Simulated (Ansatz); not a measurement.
# Cl, a database entry at a rescaled volume

```xyz
4
Lattice="-3.1478 0.0000 2.2600 0.0000 -8.3336 0.0000 3.1478 0.0000 2.2600" Properties=species:S:1:pos:R:3 pbc="T T T"
Cl    0.0000   -7.5003    0.5876
Cl    0.0000   -5.0002    2.8476
Cl    0.0000   -0.8334    3.9323
Cl    0.0000   -3.3335    1.6724
```

Single point in Ansatz 0.2.0 with r2SCAN, no spin polarisation. Cutoff 500 eV, PAW datasets, 7×3×7 Γ-centred k mesh, fermi-dirac filling (width 0.1 eV).

Where is the largest force?

The largest is on Cl1 (and as large on other atoms): 0.57 eV/Å, components (0.00, -0.41, -0.39). It makes 9° with the line to a nearest neighbour, Cl3 at 2.04 Å, pointing towards it.

What is the character of the valence top and the conduction bottom?

Within 0.7 eV of the edges, the states project mainly on Cl p (100 %) below the gap and on Cl p (92 %) above it.

Is the cell too large or too small?

The pressure is -1.5 GPa (compression positive), so with the atoms held at these fractions the cell would first shrink. The principal stresses -2.9, -1.6, 0.1 GPa differ, so its shape would change too.

Metal or insulator? Give the gap.

The gap is 2.70 eV, indirect (the least direct gap found is 2.75 eV). A semilocal functional usually gives too small a gap.

Origin: a database entry at a rescaled volume.
